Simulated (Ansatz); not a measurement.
# ZnCu: from a starting cell to a relaxed one

The start is a randomly generated symmetric cell of ZnCu (space group No. 71). A full variable-cell relaxation at zero pressure is run with PBEsol (plane waves to 420 eV, PAW, scalar-relativistic; Ansatz, a quantum-chemistry and plane-wave program). First-step values are on the input's coarse k-mesh.

Ansatz input (later rounds restart from its end on a renewed k-mesh):
Ansatz 0.2 input:
```yaml
crystal:
  lattice:
    - [-1.7027301, 1.9984846, 2.0138353]
    - [1.7027301, -1.9984846, 2.0138353]
    - [1.7027301, 1.9984846, -2.0138353]
  atoms:
    - { symbol: Cu, position: [0, 0.5, 0.5] }
    - { symbol: Zn, position: [0.5, 0.5, 0] }
basis: { ecutwfc: 420, ecutrho_ratio: 4, xc_grid: 2, fft_grid_basis: typed }
kpoints: { mp_grid: { grid: [12, 12, 12] } }
hamiltonian:
  xc: pbesol
  dispersion: none
  pseudopotentials: { kind: paw }
scf: { occupations: { method: fermi_dirac, width: 0.05 } }
relax: { f_tol: 0.01, max_steps: 100, cell: { stress_tol: 0.02 } }
output: { forces: true, stress: true }
```

- Initial pressure: +30.0 GPa (positive: the cell is compressed)
- Outcome: The space group stays Immm (No. 71) (the run could not lower it), with 2 atoms in the primitive cell
- Energy released: 0.92 eV/atom
- Volume change: -1.3 %, from 13.71 to 13.53 Å³/atom
- Band gap at the end: zero (metallic)
- Optimiser moves: 19

Final structure:

```cif
data_Cu2Zn2
_chemical_formula_sum 'Cu2 Zn2'
_space_group_name_H-M_alt 'Immm'
_space_group_IT_number 71
_space_group_name_Hall '-I 2 2'
_cell_length_a 2.52419
_cell_length_b 4.29557
_cell_length_c 4.99247
_cell_angle_alpha 90.000
_cell_angle_beta 90.000
_cell_angle_gamma 90.000
loop_
_atom_site_label
_atom_site_type_symbol
_atom_site_symmetry_multiplicity
_atom_site_Wyckoff_symbol
_atom_site_fract_x
_atom_site_fract_y
_atom_site_fract_z
_atom_site_occupancy
Cu1 Cu 2 b 0.50000 0.00000 0.00000 1
Zn1 Zn 2 d 0.00000 0.50000 0.00000 1
```
(The calculation used a cell of 2 atoms; values per cell refer to that cell.)

Final values are on a 21×21×21 k-mesh of the relaxed cell. No spin polarisation in the result.

The run could not lose the symmetry of its start: the end is stationary, and may be a saddle point rather than a minimum.

All atoms sit on sites fixed by symmetry, so only the cell could relax.

The relaxed structure here is a generated cell of ZnCu: the first start was made by a random draw of sites in a space group, and the end was not matched to a known phase here, so it may be hypothetical. Known forms of ZnCu include space group No. 221.
